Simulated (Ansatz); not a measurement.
SiRh:
```xyz
8
Lattice="4.5712 0.0000 0.0000 0.0000 4.5708 0.0000 -2.4328 0.0000 4.9682" Properties=species:S:1:pos:R:3 pbc="T T T"
Si     3.4590     2.9621     0.3247
Si    -1.3206     1.6086     4.6435
Si    -0.1042     0.6768     2.1594
Si     2.2426     3.8940     2.8088
Rh    -0.1201     2.9521     3.0502
Rh     2.2585     1.6187     1.9181
Rh     1.0421     0.6667     4.4022
Rh     1.0963     3.9041     0.5660
```

Relaxed with PBEsol. Special points in fractions of this cell's reciprocal vectors: Γ (0.000, 0.000, 0.000); Z (0.000, 0.500, 0.000); D (0.000, 0.500, 0.500); B (0.000, 0.000, 0.500); A (-0.500, 0.000, 0.500); E (-0.500, 0.500, 0.500); C2 (-0.500, 0.500, 0.000); Y2 (-0.500, 0.000, 0.000).

Task: List the band energies nearest the Fermi level at these points for PBEsol (plane waves, PAW; program Ansatz).

Result: In eV from the Fermi level; about four levels below and three above (degenerate sets whole), none deeper than 8.9 eV; points with the same levels are listed once.

```tsv
k	below	above
Γ	-1.09 -0.96 -0.83 -0.14	1.45 1.93 2.39
Z	-1.87 -1.87 -0.78 -0.78	0.64 0.64 1.28 1.28
D	-1.31 -1.31 -1.23 -1.23	1.44 1.44 2.95 2.95
B	-1.66 -1.66 -0.48 -0.48	1.46 1.46 2.20 2.20
A	-2.03 -2.03 -1.15 -1.15	0.85 0.85 1.76 1.76
E	-2.03 -2.03 -1.00 -1.00	0.44 0.44 0.92 0.92
C2	-1.63 -1.63 -1.18 -1.18	0.18 0.18 2.34 2.34
Y2	-2.00 -1.01 -0.98 -0.68	0.48 0.95 1.12
```

Space group P2_1/c. The first step of the workflow began from a Materials Project structure, measured or hypothetical; the Crystallography Open Database files this formula in space group No. 14, but the cells were not matched. Its standing as an ambient phase is unchecked. The PBEsol relaxation kept the symmetry of its start; whether a distortion lowers the energy is not shown. No spin polarisation was allowed. Scalar-relativistic: spin–orbit coupling is off unless named, which matters more the heavier the elements.

Potentials: the earlier of the program's two PAW sets. The files were generated under PBE; for other functionals the program regenerates the frozen cores, and for LDA and PBEsol the local potential too.
